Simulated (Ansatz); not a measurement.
This is a relaxation of cell and atoms with the PAW code Ansatz on Zn2AsP3 placed in the structure of Ca2ZnGa3 (space group No. 8); the level of theory is PBEsol. It starts from a supercell of the PBEsol minimum, slightly strained and with each coordinate displaced at random by about 0.03 Å.

The input:
```yaml
crystal:
  lattice:
    - [10.1817549821, -4.4861829793, -1.5011292065]
    - [5.1077790268, 2.2733030054, -0.7255130086]
    - [-5.6209855863, 0.0071985128, 5.072551798]
  atoms:
    - { symbol: Zn, position: [0.318118442, 0.6364191804, 0.8636791788] }
    - { symbol: Zn, position: [0.1938047564, 0.369318258, 0.1394431668] }
    - { symbol: As, position: [0.0812363511, 0.1922112988, 0.6276602958] }
    - { symbol: P, position: [0.3567256888, 0.7234865515, 0.3301421712] }
    - { symbol: P, position: [0.422692485, 0.8435701113, 0.7419404376] }
    - { symbol: P, position: [0.120226283, 0.2247108499, 0.2680704215] }
    - { symbol: Zn, position: [0.8194682374, 0.6455060512, 0.8732216671] }
    - { symbol: Zn, position: [0.6877050768, 0.3730434805, 0.142318242] }
    - { symbol: As, position: [0.5989951299, 0.1661980898, 0.6349254333] }
    - { symbol: P, position: [0.8605372312, 0.7322964347, 0.3392141034] }
    - { symbol: P, position: [0.9205245561, 0.8436392839, 0.7496195587] }
    - { symbol: P, position: [0.6201368916, 0.2453659379, 0.2783478726] }
kpoints:
  mp_grid: { grid: [4, 6, 4] }
hamiltonian:
  xc: pbesol
scf:
  occupations: { method: fermi_dirac, width: 0.05 }
relax:
  f_tol: 0.01
  cell: {}
  max_steps: 120
```

**Question.** What wall time did it need on 1 × NVIDIA H100 80GB HBM3 with 2 threads of AMD EPYC 7R13 Processor (Zen 3), with other jobs on the host, load about 1.7 per core, and what peak of host memory did it reach?

**Answer.** About 3.1 min, with a peak of 1.3 GiB.

The log, with set-up remarks and timings taken out:
```
Functional definition: PBEsol
Crystal: 12 atoms, lattice volume = 196.166 Å³
Basis set: ecut = 420 eV, 3867 PW (Γ), FFT grids on a1+a3, a2+a3, −a2
Bands: 66, of which v1, the nominal top of the filled ones, is band 54 counted from 1 (53 counted from 0)
Symmetry: 1 space group operations
Space group: P1 (ITA 1)
k-points: 52 of 96 (time reversal used)
SCF iter   1: HF=-27187.359762 eV  Δρ=5.59e-3  dr2=8.29e-2
SCF iter   2: HF=-27187.342373 eV  Δρ=2.82e-3  dr2=2.71e-2
SCF iter   3: HF=-27187.338181 eV  Δρ=2.06e-3  dr2=5.63e-3
SCF iter   4: HF=-27187.335302 eV  Δρ=4.43e-4  dr2=4.42e-4
SCF iter   5: HF=-27187.334998 eV  Δρ=1.61e-4  dr2=5.61e-5
SCF iter   6: HF=-27187.335148 eV  Δρ=9.23e-5  dr2=1.19e-5
SCF iter   7: HF=-27187.335144 eV  Δρ=2.48e-5  dr2=1.84e-6
SCF iter   8: HF=-27187.335144 eV  Δρ=1.54e-5  dr2=5.92e-7
SCF iter   9: HF=-27187.335144 eV  Δρ=4.48e-6  dr2=5.65e-8
SCF 1 converged in 9 iterations: F = -27187.335144 eV  dr2 = 5.65e-8
relax step 1: F+E_penalty+E_count = -27187.33514362 eV  max|allowed force component| = 5.624e-1 eV/Å  Δτ_max = 0.0000 Å  P = +1.674 GPa  Ω = 196.166 Å³
SCF 2 converged in 7 iterations: F = -27187.441053 eV  dr2 = 4.62e-7
relax step 2: F+E_penalty+E_count = -27187.44105285 eV  max|allowed force component| = 3.014e-1 eV/Å  Δτ_max = 0.0657 Å  P = +0.612 GPa  Ω = 197.556 Å³
SCF 3 converged in 8 iterations: F = -27187.498206 eV  dr2 = 3.11e-7
relax step 3: F+E_penalty+E_count = -27187.49820625 eV  max|allowed force component| = 1.177e-1 eV/Å  Δτ_max = 0.0853 Å  P = +0.061 GPa  Ω = 197.199 Å³
SCF 4 converged in 7 iterations: F = -27187.515310 eV  dr2 = 3.90e-7
relax step 4: F+E_penalty+E_count = -27187.51531029 eV  max|allowed force component| = 1.021e-1 eV/Å  Δτ_max = 0.0507 Å  P = +0.154 GPa  Ω = 196.103 Å³
SCF 5 converged in 9 iterations: F = -27187.542706 eV  dr2 = 7.89e-8
relax step 5: F+E_penalty+E_count = -27187.54270589 eV  max|allowed force component| = 1.595e-1 eV/Å  Δτ_max = 0.0997 Å  P = +0.157 GPa  Ω = 194.363 Å³
SCF 6 converged in 6 iterations: F = -27187.555931 eV  dr2 = 6.15e-7
relax step 6: F+E_penalty+E_count = -27187.55593087 eV  max|allowed force component| = 1.044e-1 eV/Å  Δτ_max = 0.0259 Å  P = -0.225 GPa  Ω = 195.241 Å³
SCF 7 converged in 6 iterations: F = -27187.565989 eV  dr2 = 4.32e-7
relax step 7: F+E_penalty+E_count = -27187.56598873 eV  max|allowed force component| = 7.746e-2 eV/Å  Δτ_max = 0.0342 Å  P = +0.034 GPa  Ω = 194.641 Å³
[…]
relax step 40: F+E_penalty+E_count = -27188.93977848 eV  max|allowed force component| = 5.715e-3 eV/Å  Δτ_max = 0.0000 Å  P = +0.019 GPa  Ω = 199.763 Å³  (SCF on a basis re-selected at this cell)
SCF 41 converged in 7 iterations: F = -27188.940112 eV  dr2 = 1.03e-8
relax step 41: F+E_penalty+E_count = -27188.94011154 eV  max|allowed force component| = 1.287e-2 eV/Å  Δτ_max = 0.0083 Å  P = +0.016 GPa  Ω = 199.600 Å³
SCF 42 converged in 7 iterations: F = -27188.940062 eV  dr2 = 5.90e-9
relax step 42: F+E_penalty+E_count = -27188.94006244 eV  max|allowed force component| = 1.119e-2 eV/Å  Δτ_max = 0.0050 Å  P = -0.052 GPa  Ω = 199.703 Å³  (rejected)
SCF 43 converged in 9 iterations: F = -27188.940155 eV  dr2 = 6.93e-11
relax step 43: F+E_penalty+E_count = -27188.94015536 eV  max|allowed force component| = 1.214e-2 eV/Å  Δτ_max = 0.0035 Å  P = -0.000 GPa  Ω = 199.583 Å³
SCF 44 converged in 6 iterations: F = -27188.940205 eV  dr2 = 3.09e-9
relax step 44: F+E_penalty+E_count = -27188.94020456 eV  max|allowed force component| = 2.121e-3 eV/Å  Δτ_max = 0.0021 Å  P = -0.003 GPa  Ω = 199.581 Å³
SCF 45 converged in 6 iterations: F = -27188.940173 eV  dr2 = 2.34e-11
relax step 45: F+E_penalty+E_count = -27188.94017251 eV  max|allowed force component| = 2.140e-3 eV/Å  Δτ_max = 0.0000 Å  P = -0.003 GPa  Ω = 199.581 Å³  (SCF on a basis re-selected at this cell)
SCF converged after 6 iterations
Free energy (F): -27188.940173 eV
Internal energy: -27188.914759 eV  (E = F + TS)
E sigma→0 (E₀):  -27188.927466 eV
Entropy (-TS):   -0.025414 eV (-2.118 meV/atom)
Fermi energy:    10.192960 eV
--- Per-component energies (eV) ---
  E_band       = -215.423318
  E_kinetic    = 1154.116065
  E_local      = -11200.653528
  E_nonlocal   = 1315.749859
  E_hartree    = 5200.193271
  E_xc         = -1070.385361
  E_vxc        = -738.152242
  E_paw        = -14061.373374
  E_vpaw       = -1146.868477
  E_ewald      = -8531.959121
  E_core_change = 5.398853
  E_smearing   = -0.025414
--- Forces (eV/Å), atoms counted from 1 ---
  atom   1  Zn    -0.00009      0.00139    -0.00062
  atom   2  Zn    -0.00153    -0.00100    -0.00088
  atom   3  As      0.00075    -0.00111    -0.00095
  atom   4  P     -0.00008    -0.00076      0.00214
  atom   5  P       0.00068      0.00079      0.00160
  atom   6  P       0.00046      0.00032    -0.00087
  atom   7  Zn    -0.00033      0.00155    -0.00077
  atom   8  Zn    -0.00167    -0.00100    -0.00105
  atom   9  As      0.00062    -0.00122    -0.00130
  atom  10  P     -0.00024    -0.00052      0.00182
  atom  11  P       0.00092      0.00076      0.00157
  atom  12  P       0.00050      0.00079    -0.00068
--- Stress (GPa, compression-positive) ---
       -0.005177       0.000013       0.002666
        0.000013      -0.010290      -0.007181
        0.002666      -0.007181       0.006816
  P = ⅓ Tr σ = -0.0029 GPa (-0.029 kbar)
--- Relaxed structure (42 steps of the walk, 37 accepted, 3 SCFs on fresh bases) ---
  F+E_penalty+E_count = -27188.94017251 eV   max|allowed force component| = 2.140e-3 eV/Å
  cell:  # Å, volume = 199.5811 Å³
    - [11.508536, -5.993351, -1.250761]
    - [5.408835, 2.266627, -0.774665]
    - [-6.242407, 0.270705, 4.199451]
  atoms:
    - { symbol: Zn, position: [0.363498, 0.736276, 0.972612] }
    - { symbol: Zn, position: [0.126606, 0.266226, 0.021762] }
    - { symbol: As, position: [0.148685, 0.181101, 0.645618] }
    - { symbol: P, position: [0.395207, 0.752454, 0.370868] }
    - { symbol: P, position: [0.371851, 0.746952, 0.644703] }
    - { symbol: P, position: [0.094237, 0.314856, 0.338708] }
    - { symbol: Zn, position: [0.863502, 0.736274, 0.972616] }
    - { symbol: Zn, position: [0.626605, 0.266231, 0.021762] }
    - { symbol: As, position: [0.648687, 0.181129, 0.645642] }
    - { symbol: P, position: [0.895208, 0.752478, 0.370889] }
    - { symbol: P, position: [0.871847, 0.746963, 0.644712] }
    - { symbol: P, position: [0.594240, 0.314827, 0.338690] }
```

In 42 steps the volume changed by +1.7 %; between the first SCF and the last, each on a basis chosen for its cell, the energy fell by 134 meV an atom. At the end: space group P1 (No. 1), triclinic; conventional cell a = 4.343 Å, b = 4.521 Å, c = 5.680 Å, α = 69.8°, β = 79.9°, γ = 73.0°, 16.63 Å³ an atom. Zn is surrounded by 3 P at 2.50–2.61 Å and 2 Zn at 2.64–2.65 Å and 1 As at 2.64 Å; Zn is surrounded by 3 P at 2.47–2.51 Å and 2 Zn at 2.64–2.65 Å and 2 As at 2.67–3.12 Å; As is surrounded by 3 P at 2.33–2.69 Å and 3 Zn at 2.64–3.12 Å; P is surrounded by 2 P at 2.20–2.34 Å and 2 Zn at 2.47–2.60 Å and 1 As at 2.69 Å; P is surrounded by 1 As at 2.33 Å and 2 P at 2.34–2.56 Å and 2 Zn at 2.48–2.61 Å; P is surrounded by 2 P at 2.20–2.56 Å and 1 As at 2.47 Å and 2 Zn at 2.50–2.51 Å.

Note: simulated data, non-magnetic, for a generated structure that need not be the stable one.

Where bands overlap, v1 and c1 are numbered by the electron count and aren't everywhere filled or empty.

Overlapping bands make a metal at that level, for which these meshes are coarse; small forces, stresses and energy differences are uncertain.
